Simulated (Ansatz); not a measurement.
Starting cell, NaGa$_{4}$ (space group I4/mmm):

```
CELL_PARAMETERS angstrom
     -2.06135     2.06135     5.50309
      2.06135    -2.06135     5.50309
      2.06135     2.06135    -5.50309
ATOMIC_POSITIONS crystal
  Na 0.00000 0.00000 0.00000
  Ga 0.75000 0.25000 0.50000
  Ga 0.25000 0.75000 0.50000
  Ga 0.38976 0.38976 0.00000
  Ga 0.61024 0.61024 0.00000
```

The atoms are displaced by Q × the pattern below (from a DFPT mode at Γ, largest move 1; Q in Å), at fixed cell.

| atom | x | y | z |
|---|---|---|---|
| Na1 | 0.000 | 0.000 | 0.408 |
| Ga2 | 0.000 | 0.000 | -1.000 |
| Ga3 | 0.000 | 0.000 | -1.000 |
| Ga4 | 0.000 | 0.000 | 0.933 |
| Ga5 | 0.000 | 0.000 | 0.933 |

The numbers are results of LDA (plane waves to 420 eV, PAW, scalar-relativistic; Ansatz, a quantum-chemistry and plane-wave program), not measurements. k mesh 16×16×16 (Γ-centred), Fermi-Dirac smearing 0.05 eV. With partly filled bands, energies and forces of such displacements shift with the k mesh and the smearing. NaGa4 was relaxed with its symmetry unable to fall.

At one point of the scan the forces (eV/Å) are:

| atom | Fx | Fy | Fz |
|---|---|---|---|
| Na1 | 0.000 | 0.000 | 0.062 |
| Ga2 | 0.000 | 0.000 | -0.452 |
| Ga3 | 0.000 | 0.000 | -0.452 |
| Ga4 | 0.000 | 0.000 | 0.443 |
| Ga5 | 0.000 | 0.000 | 0.399 |

**Question.** Which point is it?
(A) Q = -0.050 Å
(B) Q = -0.017 Å
(C) Q = -0.067 Å
(D) Q = -0.033 Å

**Answer.** A, Q = -0.050 Å

(For displaced atoms, the force is minus the slope of the energy, and its curvature is a force constant, which sets phonon frequencies.)
